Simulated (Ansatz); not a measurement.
Ru (hcp, Mg type) is sheared across one (0001) plane: the third cell vector gains the shift, so faults repeat every 12.9 Å. The cut lies between planes 2.15 Å apart; the cell height is held.

```
CELL_PARAMETERS angstrom
      2.72216     0.00000     0.00000
      1.36108     2.35746     0.00000
      0.00000     0.00000    12.87249
ATOMIC_POSITIONS crystal
  Ru 0.33333 0.33333 0.08333
  Ru 0.33333 0.33333 0.41667
  Ru 0.33333 0.33333 0.75000
  Ru 0.66667 0.66667 0.91667
  Ru 0.66667 0.66667 0.25000
  Ru 0.66667 0.66667 0.58333
```

In-plane vectors a = (2.722, 0.000) Å, b = (1.361, 2.357) Å, area 6.42 Å². The shift is s times the vector a + b (length 4.715 Å), so s = 1 restores the start. Atoms relax along the normal only. γ = [E(shift) − E(0)] / area.

Method: PBE (plane waves to 420 eV, PAW, scalar-relativistic; Ansatz, a program for electronic structure). k mesh 16×16×3 (Γ-centred), Fermi-Dirac smearing 0.05 eV. Energies are extrapolated to zero smearing. Some relaxations began with atoms very close together and may have settled on another branch. With partly filled bands, the k mesh leaves noise in γ, roughly 0.02 J/m² as judged from a few cases. Faults lie only 12.9 Å apart, and holding the cell height raises γ above its relaxed value. Ru is run without spin polarisation. Ru was relaxed with its symmetry unable to fall. γ is measured from zero shift. The last digit holds for this mesh only.

| s | γ (J/m²) |
|---|---|
| 0.000 | 0.00 |
| 0.083 | 0.60 |
| 0.167 | 1.51 |
| 0.250 | 1.98 |
| 0.333 | 2.11 |
| 0.417 | 1.96 |
| 0.500 | 1.52 |
| 0.583 | 0.95 |
| 0.667 | 0.66 |
| 0.750 | 0.86 |
| 0.833 | 0.96 |
| 0.917 | 0.48 |

Task: Does γ have a local minimum between the ends of the line, and at which s?

Result: s = 0.667.

Task: Which barrier is met on the easier way from s = 0 (or 1) to s = 0.667?

Result: 0.96 J/m².

Task: By a periodic cubic spline through the points, what shear stress does the steepest rise of γ from s = 0 correspond to?

Result: 25 GPa. A slope of 1 mJ/m² per Å is 0.01 GPa.

(The slope of γ gives the shear force per area between the displaced halves; near zero shift its curvature is an elastic stiffness.)
